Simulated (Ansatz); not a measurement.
**HfTi$_{3}$N$_{4}$: computed properties**

Theory: DFT PBE, scalar-relativistic, plane waves, PAW in Ansatz.

Settings: cutoff 420 eV, Γ-centred mesh 10×10×10 on the computed 8-atom cell, Gaussian smearing of 0.10 eV; no spin polarisation.

The structure is relaxed at this level of theory with its symmetry kept, and needn't be the ground state of this composition.

```cif
data_structure
_symmetry_space_group_name_H-M 'P 1'
_symmetry_Int_Tables_number 1
_cell_length_a 4.3419
_cell_length_b 4.3419
_cell_length_c 4.3419
_cell_angle_alpha 90.000
_cell_angle_beta 90.000
_cell_angle_gamma 90.000
_cell_volume 81.85
loop_
_atom_site_label
_atom_site_type_symbol
_atom_site_fract_x
_atom_site_fract_y
_atom_site_fract_z
_atom_site_occupancy
Hf1 Hf 0.00000 0.00000 0.00000 1
Ti1 Ti 0.50000 0.00000 0.50000 1
Ti2 Ti 0.00000 0.50000 0.50000 1
Ti3 Ti 0.50000 0.50000 0.00000 1
N1 N 0.50000 0.50000 0.50000 1
N2 N 0.00000 0.50000 0.00000 1
N3 N 0.50000 0.00000 0.00000 1
N4 N 0.00000 0.00000 0.50000 1
```

| Item | Value |
| --- | --- |
| Space group | Pm-3m (No. 221) |
| Volume per atom | 10.23 Å³ |
| Formation energy from the elements' standard states (uncorrected) | -1.670 eV/atom |
| Kohn–Sham band gap | none (metal) |
| Density of states at the Fermi level | 3.5 states/eV per cell |
| Orbital (Löwdin) character within 0.5 eV of the Fermi level | Ti 3d 76 %, N 2p 14 %, Hf 5d 8 % |
| Bader charge by site (e) | Hf (1 in the cell) 2.09, Ti (3 in the cell) 1.71, N (1 in the cell) -1.77, N (3 in the cell) -1.81 |

Spin-orbit coupling is left out, which matters for the bands of heavy elements.

The cell was found from a structure generator's guess, not taken from experiment. Löwdin shares on free-atom orbitals overweight diffuse shells.
